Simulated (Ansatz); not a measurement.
Input file for Ansatz (a program for electronic structure):

Ansatz 0.2 input:
```yaml
crystal:
  lattice:
    - [3.2350233135, 0.0, 0.0]
    - [-1.6175116567, 2.8016123713, 0.0]
    - [0.0, 0.0, 5.2114214572]
  atoms:
    - { symbol: Zn, position: [0.6666666667, 0.3333333333, 0.5003258626] }
    - { symbol: Zn, position: [0.3333333333, 0.6666666667, 0.0003258626] }
    - { symbol: O, position: [0.6666666667, 0.3333333333, 0.8799841374] }
    - { symbol: O, position: [0.3333333333, 0.6666666667, 0.3799841374] }
kpoints:
  mp_grid: { grid: [7, 7, 4] }
hamiltonian:
  xc: hse06
  pseudopotentials: { azcp: { folder: ./paw }, kind: paw }
scf:
  n_extra_bands: 6
  occupations: { method: fixed }
output:
  eigenvalues: true
  eigenstates:
    e_range: [-9.0, 9.9]
    kpoints:
      - [0.0, 0.0, 0.0]  # VBM
      - [0.0, 0.0, 0.0]  # CBM
      - [0.0, 0.0, 0.0]  # GAMMA
      - [0.0, 0.0, 0.5]  # A
      - [0.3333333333, 0.3333333333, 0.0]  # K
      - [0.3333333333, 0.3333333333, 0.5]  # H
      - [0.5, 0.0, 0.0]  # M
      - [0.5, 0.0, 0.5]  # L
```

Output (shortened):

```
Pseudopotential: Zn, paw, valence charge 12
Pseudopotential: O, paw, valence charge 6
Functional definition: HSE06
davidson cushion auto → on  (no smearing: the cushion is to keep the highest requested band from converging to the state above it …
Crystal: 4 atoms, lattice volume = 47.233 Å³
Basis set: ecut = 420 eV, 941 PW (Γ)
Bands: 24, of which v1, the nominal top of the filled ones, is band 18 counted from 1 (17 counted from 0)
Symmetry: 12 space group operations
Space group: P63mc (ITA 186), of the structure as read, at distance tolerance 3.6e-5 Å
k-points: 24 of 196 (time reversal used)
SCF iter   1: F=—  HF=-7774.587725 eV  |F-HF|=—  |Δ(HF+E_count)|=         —  Δρ=1.14e-1  dr2=3.24e0  ethr=1.00e-1  ⟨swp⟩=6.7  Hψ=2078  notcnv=0
preconditioner: auto → none
SCF iter   2: F=—  HF=-7773.897993 eV  |F-HF|=—  |Δ(HF+E_count)|=   6.90e-1  Δρ=3.85e-2  dr2=4.12e-1  ethr=8.99e-3  ⟨swp⟩=3.4  Hψ=1744  notcnv=0  defer=3
SCF iter   3: F=—  HF=-7773.671018 eV  |F-HF|=—  |Δ(HF+E_count)|=   2.27e-1  Δρ=1.87e-2  dr2=7.65e-2  ethr=1.14e-3  ⟨swp⟩=3.1  Hψ=1797  notcnv=0  defer=1
SCF iter   4: F=—  HF=-7773.674670 eV  |F-HF|=—  |Δ(HF+E_count)|=   3.65e-3  Δρ=6.28e-3  dr2=1.85e-2  ethr=2.13e-4  ⟨swp⟩=3.0  Hψ=1471  notcnv=0  defer=1
iter 5 solved again at ethr=4.27e-6 eV; its pass at ethr=5.13e-5 eV (dr2=1.54e-3 eV) is discarded
SCF iter   5: F=—  HF=-7773.674624 eV  |F-HF|=—  |Δ(HF+E_count)|=   4.66e-5  Δρ=2.70e-3  dr2=1.57e-3  ethr=4.27e-6  ⟨swp⟩=3.1  Hψ=2801  notcnv=0
SCF iter   6: F=—  HF=-7773.676059 eV  |F-HF|=—  |Δ(HF+E_count)|=   1.43e-3  Δρ=1.40e-3  dr2=5.09e-4  ethr=4.27e-6  ⟨swp⟩=3.2  Hψ=1806  notcnv=0
SCF iter   7: F=-7773.675870 eV  HF=-7773.675896 eV  |F-HF|=2.65e-5  |Δ(HF+E_count)|=   1.62e-4  Δρ=3.48e-4  dr2=3.18e-5  ethr=1.41e-6  ⟨swp⟩=3.0  Hψ=1342  notcnv=0
SCF 1 stopped early in 7 iterations: F = -7773.675870 eV  dr2 = 3.18e-5
Crystal: 4 atoms, lattice volume = 47.233 Å³
Exchange kernel: α = 0.2500, screened, ω = 0.2079 Å⁻¹, Wigner–Seitz truncation, v(0) = 1046.2541 eV·Å³, q-mesh 7×7×4, nearest image of the exchange supercell L …
Frozen-core exchange: fock
SCF iter   1: F=—  HF=-7773.472986 eV  |F-HF|=—  |Δ(HF+E_count)|=         —  Δρ=2.82e-2  dr2=2.01e-1  ethr=8.84e-7  ⟨swp⟩=8.2  Hψ=3725  notcnv=0
preconditioner: auto → none
SCF iter   2: F=—  HF=-7773.404774 eV  |F-HF|=—  |Δ(HF+E_count)|=   6.82e-2  Δρ=6.72e-3  dr2=1.21e-2  ethr=8.84e-7  ⟨swp⟩=5.0  Hψ=2834  notcnv=0
SCF iter   3: F=—  HF=-7773.428528 eV  |F-HF|=—  |Δ(HF+E_count)|=   2.38e-2  Δρ=5.36e-3  dr2=5.45e-3  ethr=8.84e-7  ⟨swp⟩=4.1  Hψ=2396  notcnv=0
SCF iter   4: F=—  HF=-7773.428318 eV  |F-HF|=—  |Δ(HF+E_count)|=   2.10e-4  Δρ=1.52e-3  dr2=4.66e-4  ethr=8.84e-7  ⟨swp⟩=3.8  Hψ=1846  notcnv=0
SCF iter   5: F=—  HF=-7773.429691 eV  |F-HF|=—  |Δ(HF+E_count)|=   1.37e-3  Δρ=7.48e-4  dr2=2.59e-4  ethr=8.33e-7  ⟨swp⟩=3.2  Hψ=1806  notcnv=0
SCF iter   6: F=-7773.429630 eV  HF=-7773.429633 eV  |F-HF|=2.18e-6  |Δ(HF+E_count)|=   5.85e-5  Δρ=7.88e-5  dr2=2.71e-6  ethr=5.52e-7  ⟨swp⟩=3.0  Hψ=1424  notcnv=0
SCF 2 stopped early in 6 iterations: F = -7773.429630 eV  dr2 = 2.71e-6
hybrid outer 1: dexx = +2.391e-2 eV, tail = 1.10e-4 eV
Crystal: 4 atoms, lattice volume = 47.233 Å³
Exchange kernel: α = 0.2500, screened, ω = 0.2079 Å⁻¹, Wigner–Seitz truncation, v(0) = 1046.2541 eV·Å³, q-mesh 7×7×4, nearest image of the exchange supercell L …
Frozen-core exchange: fock
SCF iter   1: F=—  HF=-7773.428436 eV  |F-HF|=—  |Δ(HF+E_count)|=         —  Δρ=1.49e-4  dr2=6.53e-6  ethr=1.53e-6  ⟨swp⟩=3.0  Hψ=1360  notcnv=0
preconditioner: auto → none
iter 2 solved again at ethr=3.53e-10 eV; its pass at ethr=1.59e-8 eV (dr2=1.27e-7 eV) is discarded
SCF iter   2: F=—  HF=-7773.428437 eV  |F-HF|=—  |Δ(HF+E_count)|=   5.22e-7  Δρ=2.37e-5  dr2=2.58e-7  ethr=3.53e-10  ⟨swp⟩=2.5  Hψ=3441  notcnv=0
SCF iter   3: F=-7773.428438 eV  HF=-7773.428438 eV  |F-HF|=4.69e-8  |Δ(HF+E_count)|=   1.17e-6  Δρ=1.15e-5  dr2=5.12e-8  ethr=3.53e-10  ⟨swp⟩=4.4  Hψ=2058  notcnv=0
SCF 3 converged in 3 iterations: F = -7773.428438 eV  dr2 = 5.12e-8
hybrid outer 2: dexx = +1.114e-6 eV, tail = 1.64e-7 eV, Δε = 7.29e-3 eV (about 3.98e-4 eV left of the loop's levels)
NSCF: frozen V_eff on 8 k-points
hybrid SCF converged: 2 outer / 9 inner (+7 warm-up), last move |dexx| = 1.11e-6 eV, tail = 1.64e-7 eV
Stability not checked (fock_operator)
Free energy (F): -7773.428438 eV
Frozen-core exchange: fock
Harris-Foulkes:  -7773.428438 eV  (|F-HF|=4.69e-8)
Internal energy: -7773.428438 eV  (E = F + TS)
E sigma→0 (E₀):  -7773.428438 eV
Fermi energy:    6.009664 eV
--- Per-component energies (eV) ---
  E_band       = -6.721412
  E_kinetic    = 630.995068
  E_local      = -4452.369714  (includes V_loc(G=0)·N_el)
  E_nonlocal   = 1765.993060
  E_hartree    = 1683.039756
  E_xc         = -239.227358
  E_vxc        = -225.647762  (∫ρ·V_xc dr)
  E_exx        = -122.783024  (= α·E_x^exact, valence–valence)
  E_paw        = -4069.931722  (= ΣΔE_a)
  E_vpaw       = -846.211716  (= ΣTr[D̂ρ^β])
  E_aug_tail   = 0.001141  (compensation charges beyond the density's cutoff)
  E_ewald      = -2970.373664
  E_core_change = 1.228019  (= ΣΔE_core)
  E_smearing   =  0.000000  (= −TS)
  E_closure    =  0.000000  (closes the sum)
  Σ components = -7773.428438   (vs F -7773.428438, Δ=-9.09e-13)
  [band-id]    e_kinetic+e_local+e_nonlocal+2·e_hartree+e_vxc+2·e_exx+e_vpaw+e_augmentation_tail = -6.726458   (vs E_band -6.721412, Δ=-5.05e-3)
--- Band table (eV; the first three rows and the last of 24) ---
  k-point 0: bands = ["-13.5288", "-12.7519", "-0.7191", "-0.7191", "-0.6796", "-0.5241", "-0.5241", "0.0676", "0.3344", "0.3344", "0.5334", "0.5334", "0.9995", "5.1564", "5.1564", "5.9315", "6.0097", "6.0097", "8.5338", "13.2882", "16.3348", "21.1241", "21.1241", "22.2655"]
  k-point 1: bands = ["-13.4199", "-12.8707", "-0.7288", "-0.7025", "-0.7025", "-0.5658", "-0.5658", "-0.4336", "0.3736", "0.3736", "0.5152", "0.5152", "1.9735", "5.0182", "5.2836", "5.2836", "5.8871", "5.8871", "9.5804", "12.7106", "16.8201", "20.4938", "21.1362", "21.1362"]
  k-point 2: bands = ["-13.1503", "-13.1503", "-0.7371", "-0.7371", "-0.6465", "-0.6465", "-0.6465", "-0.6465", "0.4544", "0.4544", "0.4544", "0.4544", "3.5009", "3.5009", "5.5876", "5.5876", "5.5876", "5.5876", "11.2922", "11.2922", "18.2380", "18.2380", "21.4084", "21.4084"]
  k-point 23: bands = ["-12.6210", "-12.6210", "-0.5919", "-0.5919", "-0.3551", "-0.3551", "0.0031", "0.0031", "0.4052", "0.4052", "0.8005", "0.8005", "1.8690", "1.8690", "3.2573", "3.2573", "4.6852", "4.6852", "15.0664", "15.0664", "16.7573", "16.7573", "17.4706", "17.4706"]
```

Cost: around 2.2 core-minutes (rough) on shared cores.

The points marked VBM and CBM come from a semilocal run.

Space group P6_3mc (wurtzite). The r²SCAN relaxation kept the symmetry of its start; of distortions, only those at the zone centre were tested.

Potentials: the earlier of the program's two PAW sets.

Ansatz is a plane-wave DFT program.
